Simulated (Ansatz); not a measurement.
La₂O₃:
```yaml
crystal:
  lattice:
    - [3.93522, 0.00000, 0.00000]
    - [-1.96761, 3.40800, 0.00000]
    - [0.00000, 0.00000, 6.12632]
  atoms:
    - { symbol: La, position: [0.33333, 0.66667, 0.24613] }
    - { symbol: La, position: [0.66667, 0.33333, 0.75387] }
    - { symbol: O, position: [0.00000, 0.00000, 0.00000] }
    - { symbol: O, position: [0.33333, 0.66667, 0.64612] }
    - { symbol: O, position: [0.66667, 0.33333, 0.35388] }
```

Relaxed with r²SCAN. Special points in fractions of this cell's reciprocal vectors: Γ (0.000, 0.000, 0.000); M (0.500, 0.000, 0.000); K (0.333, 0.333, 0.000); A (0.000, 0.000, 0.500); L (0.500, 0.000, 0.500); H (0.333, 0.333, 0.500).

Question: List the band energies nearest the valence-band maximum at these points for DFT-r²SCAN with spin–orbit coupling in the program Ansatz with PAW potentials.

Answer: In eV from the valence-band maximum; about four levels below and three above (degenerate sets whole), none deeper than 8.9 eV; points with the same levels are listed once.

```
k                                below                above
-  -----------------------------------  -------------------
Γ              -0.37 -0.37 -0.13 -0.13  4.75 4.75 5.07 5.07
M              -0.43 -0.43 -0.29 -0.29  4.27 4.27 5.21 5.21
K              -0.81 -0.81 -0.12 -0.12  4.21 4.21 5.25 5.25
A              -0.35 -0.35 -0.25 -0.25  5.18 5.18 5.22 5.22
L                -0.38 -0.38 0.00 0.00  4.88 4.88 5.05 5.05
H  -0.30 -0.30 -0.30 -0.30 -0.20 -0.20  4.63 4.63 5.31 5.31
```

Space group P-3m1 (La2O3 or Ni2Al3 type). The cell was relaxed with r²SCAN under the symmetry of its start.

Potentials: the later of the program's two PAW sets.
